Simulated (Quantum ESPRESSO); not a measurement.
K$_{3}$RbF$_{4}$, space group Pm-3m (No. 221):

```xyz
8
Lattice="5.5193 0.0000 0.0000 0.0000 5.5193 0.0000 0.0000 0.0000 5.5193" Properties=species:S:1:pos:R:3 pbc="T T T"
Rb     0.0000     0.0000     0.0000
F      2.7596     0.0000     0.0000
K      0.0000     2.7596     2.7596
F      2.7596     2.7596     2.7596
K      2.7596     0.0000     2.7596
F      0.0000     0.0000     2.7596
K      2.7596     2.7596     0.0000
F      0.0000     2.7596     0.0000
```
The cell was made here from a computed Materials Project entry: one of 4 K replaced by Rb, cell and atoms relaxed (PBE without dispersion, pw.x of a modified build of Quantum ESPRESSO, symmetry kept). The parent is KF in Fm-3m. The swapped cell is a model, not a known phase. Stability against distortions was not tested.

```csv
site,Wyckoff letter,site symmetry
Rb,a,m-3m
F1,d,4/mmm
K,c,4/mmm
F2,b,m-3m
```

Cores are frozen. Against all-electron runs on small test molecules, this scheme's |Vzz| missed by −6 to +4 % (−29 % in KF) on F.

Q: Where does symmetry force the field gradient to vanish or to be axial, and what does a PBE PAW density (pw.x of Quantum ESPRESSO, JTH datasets) with the all-electron reconstruction of Petrilli and co-workers give?

A: 
```csv
site,by symmetry,Vzz (a.u.),η_Q
Rb,vanishes (cubic site),0,–
F1,"axial, η = 0 (an axis of order 3 or more)",-0.124,0.00
K,"axial, η = 0 (an axis of order 3 or more)",under 0.02,–
F2,vanishes (cubic site),0,–
```
